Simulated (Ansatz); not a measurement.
RbLuO$_{2}$ in space group R-3m (No. 166; Rb on 3a, Lu on 3b, O on 6c), DFT-r²SCAN in the program Ansatz with PAW potentials. The conduction-band minimum lies at F, with 3 equivalent valleys. Second derivatives d²E/dk² of the lowest band at one valley (eV·Å²), along Cartesian directions:

| direction | d²E/dk² |
|---|---|
| [100] | 12.18 |
| [010] | 17.56 |
| [001] | 11.78 |
| [110] | 10.21 |
| [101] | 8.640 |
| [011] | 12.74 |

Question: Find the principal effective masses, the density-of-states mass and the conductivity mass.

Answer: Off-diagonal terms follow from H_xy = H[110] − (H_xx + H_yy)/2, and m*/mₑ = 7.620 eV·Å² over each eigenvalue: 0.38, 0.52, 1.2. One valley's DOS mass (m₁m₂m₃)^(1/3) = 0.61, conductivity mass 3/(Σ 1/mᵢ) = 0.55 mₑ.

Question: What effective density of states Nc follows at 300 K for parabolic valleys?

Answer: Nc = 2.509e19 × 3 × (0.61)^(3/2) ≈ 3.6e19 cm⁻³.

The workflow started from an entry of the Crystallography Open Database (COD). Whether it is the stable phase at ambient conditions was not checked. The cell was relaxed with r²SCAN under the symmetry of its start; its stability against distortions is not shown here. Spin–orbit coupling is left out wherever it is not named.

Potentials: the later of the program's two PAW sets.

Edges and masses are those of Kohn–Sham bands, whose gap is no quasiparticle gap.
